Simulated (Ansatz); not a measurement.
Hf (hcp, Mg type)

```
CELL_PARAMETERS angstrom
      3.15907     0.00000     0.00000
     -1.57954     2.73584     0.00000
      0.00000     0.00000     4.99993
ATOMIC_POSITIONS crystal
  Hf 0.33333 0.66667 0.75000
  Hf 0.66667 0.33333 0.25000
```

The slice is a (0001) plane (indices of the conventional cell) through the point (0.333, 0.667, 0.750) (fractional), spanned by u = [110] and v = [1 -1 0] in vectors of this cell: u (3.16 Å) and v (5.47 Å, at 90° to u). It covers one period; positions are fractions (u, v).

Computed with PBEsol (plane waves to 420 eV, PAW, scalar-relativistic; Ansatz, a program for electronic structure). k mesh 17×17×9. These are valence fields of a PAW run, semicore shells included where kept as valence: close to a nucleus they are smooth pseudo fields. Hf is run without spin polarisation. Hf was relaxed with its symmetry unable to fall. Spin-orbit coupling is left out, though Hf is heavy.

Three fields on this plane, each scaled to ten steps between its own extremes (0 low, 9 high; the total valence density on a logarithmic scale, the potential cut 8 eV below its top; x marks points blanked near nuclei; v = 0 in the bottom row):

Map A
```
|xxxx12421xxx|
|xxxx14741xxx|
|xxx0279720xx|
|000158985100|
|001233333210|
|221001110012|
|2100xxxxx001|
|200xxxxxxx00|
|100xxxxxxx00|
|201xxxxxxx10|
|421xxxxxxx12|
|741xxxxxxx14|
|9720xxxxx027|
|985100000158|
|333210001233|
|110012221001|
|xxx0012100xx|
|xxxx00200xxx|
|xxxx00100xxx|
|xxxx10201xxx|
```

Map B
```
|xxxx83238xxx|
|xxxx63336xxx|
|xxx7433347xx|
|864333333346|
|111233433211|
|001257875210|
|0026xxxxx620|
|014xxxxxxx41|
|128xxxxxxx82|
|239xxxxxxx93|
|238xxxxxxx83|
|336xxxxxxx63|
|3347xxxxx743|
|333346864333|
|433211111233|
|875210001257|
|xxx6200026xx|
|xxxx41014xxx|
|xxxx82128xxx|
|xxxx93239xxx|
```

Map C
```
|xxxx04740xxx|
|xxxx17871xxx|
|xxx0589850xx|
|001479997410|
|455666666655|
|776410001467|
|8740xxxxx047|
|750xxxxxxx05|
|640xxxxxxx04|
|630xxxxxxx03|
|740xxxxxxx04|
|871xxxxxxx17|
|9850xxxxx058|
|997410001479|
|666655455666|
|001467776410|
|xxx0478740xx|
|xxxx05750xxx|
|xxxx04640xxx|
|xxxx03630xxx|
```

Task: Assign the maps to these fields: electron localisation function (ELF); valence electron density; electrostatic potential energy of an electron, from the cell's mean.

Result: A is the electron localisation function (ELF); B is the valence electron density; C is the electrostatic potential energy of an electron, from the cell's mean.
